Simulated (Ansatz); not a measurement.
## ZnIn2Cl4 (I4/mmm) at 2 levels of theory

One geometry, relaxed with PBE; plane waves with PAW potentials in Ansatz, scalar-relativistic. No spin polarisation. Gaps are the least over mesh and band path; pressure is positive in compression.

Space group I4/mmm (No. 139). a = 7.447 Å, b = 7.447 Å, c = 8.196 Å, α = 90.00°, β = 90.00°, γ = 90.00°
| atom | site | symmetry | x | y | z |
| --- | --- | --- | --- | --- | --- |
| Zn | 2a | 4/mmm | 0.0000 | 0.0000 | 0.0000 |
| In | 4d | -4m2 | 0.0000 | 0.5000 | 0.2500 |
| Cl | 8h | m.2m | 0.2240 | 0.2240 | 0.0000 |

| level | cutoff (eV) | k mesh | gap (eV) | pressure (GPa) |
| --- | --- | --- | --- | --- |
| PBE | 420 | 6×6×6 | 2.25 | 0.0 |

Task: What comes out on the same cell with LDA?

Result:
| level | cutoff (eV) | k mesh | gap (eV) | pressure (GPa) |
| --- | --- | --- | --- | --- |
| LDA | 420 | 6×6×6 | 2.11 | -3.1 |

Another cell of ZnIn2Cl4 relaxed alike, in I4/mmm, lies 24 meV/atom lower, so this cell isn't the stable form at this level.

It was reached by relaxing an invented guess, and it needn't be the stable form of this composition.
